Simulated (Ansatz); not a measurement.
## LiPb at 6 GPa (stress–strain coefficients): relaxed-ion elastic tensor

The calculation used Ansatz 0.2.0, DFT LDA, scalar-relativistic, plane waves, PAW. Cutoff 420 eV, 12×12×12 k-points (Γ-centred), Fermi-Dirac smearing of 0.15 eV. No spin polarisation.

The cell, relaxed at 6 GPa:
```
Li Pb
1.0
     3.33321    0.00000    0.00000
     0.00000    3.33321    0.00000
     0.00000    0.00000    3.33321
Li Pb
1 1
Cartesian
  1.6666 1.6666 1.6666
  0.0000 0.0000 0.0000
```

In a metal, frequencies and elastic constants depend on the k mesh and the smearing, soft modes and shear constants most. Spin–orbit coupling is left out, which can shift energies with elements as heavy as these. Other phases may be more stable at this pressure.

(1) Give the relaxed-ion elastic constants (GPa, Voigt order xx yy zz yz xz xy, on the axes of the cell above).

(2) Is the crystal stable against homogeneous strain?

Answers

(1)
C11 = 64.5, C12 = 64.5, C13 = 64.5, C22 = 64.5, C23 = 64.5, C33 = 64.5, C44 = 24.9, C55 = 24.9, C66 = 24.9 GPa; the others vanish.

(2) Too close to call: the least eigenvalue is 0.0 GPa, within what the k mesh leaves open in a metal.

Cost: 1 run of about 0.93 core-minutes, on Arm Neoverse V1 (shared hosts).